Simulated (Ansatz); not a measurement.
The start is a relaxed Be cell displaced along its unstable phonon at q = (0, 0, ½) of its primitive reciprocal cell (267i cm⁻¹), largest move 0.15 Å. The cell and all atomic positions are relaxed at zero pressure with r2SCAN (plane waves to 500 eV, PAW, scalar-relativistic; Ansatz, a quantum-chemistry and plane-wave program). First-step values are on the input's coarse k-mesh.

Ansatz input (later rounds restart from its end on a renewed k-mesh):
Ansatz 0.2 input:
```yaml
crystal:
  lattice:
    - [2.1459616828, 0, 0]
    - [-1.0729808414, 1.8584573329, 0]
    - [0, 0, 4.891203207]
  atoms:
    - { symbol: Be, position: [-0.0403560516, -0.0807121032, 0] }
    - { symbol: Be, position: [0.0403560516, 0.0807121032, 0.5] }
basis: { ecutwfc: 500, ecutrho_ratio: 4, xc_grid: 4, fft_grid_basis: typed }
kpoints: { mp_grid: { grid: [17, 17, 7] } }
hamiltonian:
  xc: r2scan
  dispersion: none
  pseudopotentials: { azcp: { folder: ./paw }, kind: paw }
scf: { occupations: { method: fermi_dirac, width: 0.05 } }
relax: { f_tol: 0.01, max_steps: 100, cell: { stress_tol: 0.02 } }
output: { forces: true, stress: true }
```

**Question.** How much energy is released per atom?

**Answer.** 0.52 eV/atom.

**Question.** What band gap does the relaxed structure have at this level?

**Answer.** Zero (metallic).

**Question.** Give the final cell and atomic positions.

**Answer.** 
```cif
data_Be2
_chemical_formula_sum 'Be2'
_space_group_name_H-M_alt 'P63/mmc'
_space_group_IT_number 194
_space_group_name_Hall '-P 6c 2c'
_cell_length_a 2.26320
_cell_length_b 2.26320
_cell_length_c 3.56320
_cell_angle_alpha 90.000
_cell_angle_beta 90.000
_cell_angle_gamma 120.000
loop_
_atom_site_label
_atom_site_type_symbol
_atom_site_symmetry_multiplicity
_atom_site_Wyckoff_symbol
_atom_site_fract_x
_atom_site_fract_y
_atom_site_fract_z
_atom_site_occupancy
Be1 Be 2 c 0.33333 0.66667 0.25000 1
```

Final values are on a 23×23×13 k-mesh of the relaxed cell. No spin polarisation in the result.

The run could not lose the symmetry of its start.

Of the parent cell (P6/mmm (No. 191)): it is a generated cell of Be: the first start was made by placing the elements on the sites of a structure type, and the end was not matched to a known phase here, so it may be hypothetical. Known forms of Be include space group No. 194.
